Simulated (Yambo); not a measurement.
# Au₂S: sweep of GW parameters

G0W0@PBEsol for Au2S (space group Pn-3m, No. 224) in Yambo. Reference settings: 2×2×2 Γ-centred k mesh, bands 17 to 286 and a 8 Ry block in the screening, 286 bands in G with the Bruneval-Gonze terminator, plasmon pole fitted at 27.2 eV. The PBEsol gap Γ → Γ on this mesh is 2.01 eV; G0W0 gaps are taken between the same points.

| change from the reference | G0W0 gap Γ → Γ (eV) | shift of the valence edge (eV) | rough Yambo cost |
|---|---|---|---|
| reference settings | 2.60 | -0.50 | 1 |
| 115 bands in W, 115 bands in G | 2.61 | -0.20 | about 1/2 |
| 189 bands in W, 189 bands in G | 2.63 | -0.42 | within a factor of two |
| 115 bands in G | 2.59 | -0.45 | – |
| 189 bands in G | 2.60 | -0.49 | – |
| 139 bands in W | 2.62 | -0.33 | within a factor of two |
| 2 Ry block | 2.44 | -0.31 | within a factor of two |
| 3 Ry block | 2.45 | -0.33 | within a factor of two |
| 7 Ry block | 2.57 | -0.48 | within a factor of two |
| pole fitted at 10 eV | 2.60 | -0.34 | – |
| no random integration | 2.56 | -0.28 | – |
| 115 bands in G, no terminator | 2.28 | 0.13 | – |
| 189 bands in G, no terminator | 2.42 | -0.20 | – |
| no terminator | 2.50 | -0.35 | – |

The reference isn't shown to be the converged limit. Costs are rough (shared machines), scaled to the same edge states, and given only for runs that recompute the screening.

Spin-orbit coupling is left out, which matters for elements this heavy: edges can move by tenths of an eV.

Geometry of the Materials Project entry, not relaxed at this level; primitive cell a = 5.274 Å, b = 5.274 Å, c = 5.274 Å, α = 90.00°, β = 90.00°, γ = 90.00°.

A shift is the quasiparticle energy of the state minus its PBEsol energy.
